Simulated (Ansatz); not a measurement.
Input and command of a calculation in Ansatz (plane waves; scalar-relativistic PAW potentials unless the input names others):

```yaml
crystal:
  lattice:
    - [3.1458415289, -4.352782342, 0.0]
    - [3.1458415289, 4.352782342, 0.0]
    - [0.0, 0.0, 2.9690273776]
  atoms:
    - { symbol: Ti, position: [0.0, 0.0, 0.5] }
    - { symbol: Ti, position: [0.5, 0.0, 0.0] }
    - { symbol: Ti, position: [0.0, 0.5, 0.0] }
    - { symbol: O, position: [0.7627833108, 0.7627833108, 0.0] }
    - { symbol: O, position: [0.2588765552, 0.7411234448, 0.5] }
    - { symbol: O, position: [0.2372166892, 0.2372166892, 0.0] }
    - { symbol: O, position: [0.7411234448, 0.2588765552, 0.5] }
basis:
  ecutwfc: 420
kpoints:
  mp_grid: { grid: [8, 8, 14] }
hamiltonian:
  xc: pbesol
scf:
  occupations: { method: gaussian, width: 0.15 }
  max_iter: 60
output:
  forces: true
  eigenvalues: true
  stress: true
total_charge: 10
```

```bash
ansatz run input.yaml --threads 2 --pin off --max-ram 5120MiB --backend cpu --events-out ev --progress --plain --runs-dir out
```

Abridged log:
```
Basis set: ecut = 420 eV, 1589 PW (Γ), exchange–correlation on 72×72×40 points (8 copies of the dense FFT grid, shifted against one another)
Bands: 32, of which v1, the nominal top of the filled ones, is band 25 counted from 1 (24 counted from 0)
Symmetry: 8 space group operations
k-points: 168 of 896
SCF iter   1: F=—  HF=-9807.151891 eV  |F-HF|=—  |Δ(HF+E_count)|=         —  Δρ=8.26e-1  dr2=7.35e2  ethr=1.77e-3  ⟨swp⟩=7.2  Hψ=27694  notcnv=0
SCF iter   2: F=—  HF=-9800.958936 eV  |F-HF|=—  |Δ(HF+E_count)|=    6.19e0  Δρ=5.11e-1  dr2=2.11e2  ethr=1.77e-3  ⟨swp⟩=11.3  Hψ=41830  notcnv=0  defer=129
SCF iter   3: F=—  HF=-9790.269830 eV  |F-HF|=—  |Δ(HF+E_count)|=    1.07e1  Δρ=3.87e-1  dr2=1.80e2  ethr=1.77e-3  ⟨swp⟩=9.5  Hψ=26015  notcnv=1  defer=124
SCF iter   4: F=—  HF=-9762.303040 eV  |F-HF|=—  |Δ(HF+E_count)|=    2.80e1  Δρ=1.70e-1  dr2=3.65e1  ethr=1.77e-3  ⟨swp⟩=7.4  Hψ=20123  notcnv=0  defer=105
SCF iter   5: F=—  HF=-9760.860948 eV  |F-HF|=—  |Δ(HF+E_count)|=    1.44e0  Δρ=2.80e-1  dr2=8.30e1  ethr=1.77e-3  ⟨swp⟩=5.5  Hψ=14345  notcnv=0  defer=44
SCF iter   6: F=—  HF=-9756.493098 eV  |F-HF|=—  |Δ(HF+E_count)|=    4.37e0  Δρ=1.39e-1  dr2=2.40e1  ethr=1.77e-3  ⟨swp⟩=4.4  Hψ=13631  notcnv=0  defer=125
SCF iter   7: F=—  HF=-9755.827851 eV  |F-HF|=—  |Δ(HF+E_count)|=   6.65e-1  Δρ=1.43e-1  dr2=2.40e1  ethr=1.77e-3  ⟨swp⟩=4.5  Hψ=10585  notcnv=0  defer=106
SCF iter   8: F=—  HF=-9755.301604 eV  |F-HF|=—  |Δ(HF+E_count)|=   5.26e-1  Δρ=1.37e-1  dr2=2.18e1  ethr=1.77e-3  ⟨swp⟩=5.1  Hψ=9941  notcnv=0  defer=116
   ...
SCF iter  12: F=—  HF=-9754.271393 eV  |F-HF|=—  |Δ(HF+E_count)|=   1.92e-1  Δρ=1.15e-2  dr2=1.84e-1  ethr=1.77e-3  ⟨swp⟩=6.5  Hψ=11092  notcnv=0  defer=105
SCF iter  13: F=—  HF=-9754.255165 eV  |F-HF|=—  |Δ(HF+E_count)|=   1.62e-2  Δρ=3.58e-3  dr2=1.27e-2  ethr=3.68e-4  ⟨swp⟩=4.3  Hψ=9764  notcnv=0  defer=82
SCF iter  14: F=—  HF=-9754.254905 eV  |F-HF|=—  |Δ(HF+E_count)|=   2.59e-4  Δρ=1.40e-3  dr2=2.85e-3  ethr=2.55e-5  ⟨swp⟩=2.3  Hψ=7433  notcnv=0  defer=44
SCF iter  15: F=—  HF=-9754.254410 eV  |F-HF|=—  |Δ(HF+E_count)|=   4.96e-4  Δρ=6.29e-4  dr2=2.58e-4  ethr=5.70e-6  ⟨swp⟩=2.9  Hψ=7845  notcnv=0  defer=39
SCF iter  16: F=—  HF=-9754.254382 eV  |F-HF|=—  |Δ(HF+E_count)|=   2.74e-5  Δρ=1.85e-4  dr2=1.82e-5  ethr=5.15e-7  ⟨swp⟩=2.8  Hψ=7896  notcnv=0  defer=36
SCF iter  17: F=—  HF=-9754.254293 eV  |F-HF|=—  |Δ(HF+E_count)|=   8.93e-5  Δρ=5.84e-5  dr2=9.71e-7  ethr=3.64e-8  ⟨swp⟩=2.6  Hψ=8545  notcnv=0  defer=35
SCF iter  18: F=—  HF=-9754.254293 eV  |F-HF|=—  |Δ(HF+E_count)|=   9.81e-8  Δρ=1.80e-5  dr2=2.25e-7  ethr=1.94e-9  ⟨swp⟩=2.7  Hψ=9094  notcnv=0  defer=34
SCF iter  19: F=-9754.254293 eV  HF=-9754.254293 eV  |F-HF|=4.58e-9  |Δ(HF+E_count)|=   3.59e-9  Δρ=4.79e-6  dr2=8.63e-9  ethr=2.00e-10  ⟨swp⟩=19.0  Hψ=35793  notcnv=0
SCF 1 converged in 19 iterations: F = -9754.254293 eV  dr2 = 8.63e-9
SCF converged after 19 iterations
Free energy (F): -9754.254293 eV
Harris-Foulkes:  -9754.254293 eV  (|F-HF|=4.58e-9)
Internal energy: -9754.160201 eV  (E = F + TS)
E sigma→0 (E₀):  -9754.207247 eV
Entropy (-TS):   -0.094092 eV (-13.442 meV/atom)
Fermi energy:    4.858935 eV
--- Forces (eV/Å), atoms counted from 1 ---
  atom   1  Ti     0.00000000     0.00000000     0.00000000
  atom   2  Ti     0.00000000     0.00000000     0.00000000
  atom   3  Ti     0.00000000     0.00000000     0.00000000
  atom   4  O     -2.15388541     0.00000000     0.00000000
  atom   5  O      0.00000000    -0.63979597     0.00000000
  atom   6  O      2.15388541     0.00000000     0.00000000
  atom   7  O      0.00000000     0.63979597     0.00000000
--- Stress (GPa, compression-positive) ---
       58.894560       0.000000       0.000000
        0.000000      66.397662       0.000000
        0.000000       0.000000      96.780393
  P = ⅓ Tr σ = 74.0242 GPa (740.242 kbar)
```

Find the fault.

The fault is a net charge on a solid that should be neutral, 10 electrons a cell too few, offset by a uniform background, so that energy and pressure hang on that convention (total_charge: not typed → 10, the first being the value of the sound run). Setting it back cures it. The run converged all the same, with a total energy on another zero, pressure 74.02 GPa (with the neutralising background of the charged cell), largest force 2.154 eV/Å, no gap on the mesh, so convergence alone doesn't show that an input is right. A reference run from the same start on usual settings converged with pressure -25.80 GPa, largest force 1.373 eV/Å, no gap on the mesh.

It took 64 s on 2 threads of Intel(R) Xeon(R) Processor @ 2.50GHz (Skylake/Cascade Lake), with other jobs on the host, peak memory 0.61 GiB.